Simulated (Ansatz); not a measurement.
Relaxed-ion elastic tensor of Mo (bcc (W type), Im-3m) in GPa (Voigt order), DFT-LDA in the program Ansatz with PAW potentials; density 10.58 g/cm³, 15.06 Å³ per atom.

```
511  183  183  0.0  0.0  0.0
183  511  183  0.0  0.0  0.0
183  183  511  0.0  0.0  0.0
0.0  0.0  0.0  106  0.0  0.0
0.0  0.0  0.0  0.0  106  0.0
0.0  0.0  0.0  0.0  0.0  106
```

Task: Is the crystal mechanically stable?

Result: Yes: the smallest eigenvalue of C is 106 GPa.

Task: Work out the Voigt, Reuss and Hill averages.

Result: K_V = 292, K_R = 292, K_H = 292; G_V = 129, G_R = 123, G_H = 126 GPa.

Task: Give Young's modulus, Poisson's ratio, Pugh's ratio and the universal anisotropy index.

Result: E = 9KG/(3K + G) = 331 GPa; ν = 0.31; K/G = 2.31 (ductile by the Pugh limit of 1.75); A_U = 5G_V/G_R + K_V/K_R − 6 = 0.23.

Task: Estimate the sound speeds and the Debye temperature.

Result: v_l = √((K + 4G/3)/ρ) = 6600 m/s, v_t = √(G/ρ) = 3460 m/s, mean 3870 m/s; Θ = (h/k)(3n/4πV)^(1/3) v_m = 466 K.

Task: Give the Zener ratio and Young's modulus along [100], [110] and [111].

Result: A = 2C44/(C11 − C12) = 0.64; 1/E = S11 − 2(S11 − S12 − S44/2)Γ with Γ = 0, 1/4, 1/3 gives 415, 308, 284 GPa.

The LDA relaxation kept the symmetry of its start. No spin polarisation was allowed. As this level gives no gap, shear constants depend on the k-mesh and smearing (Fermi–Dirac, 0.1 eV here).

Potentials: the earlier of the program's two PAW sets. The files were generated under PBE; for other functionals the program regenerates the frozen cores, and for LDA and PBEsol the local potential too.
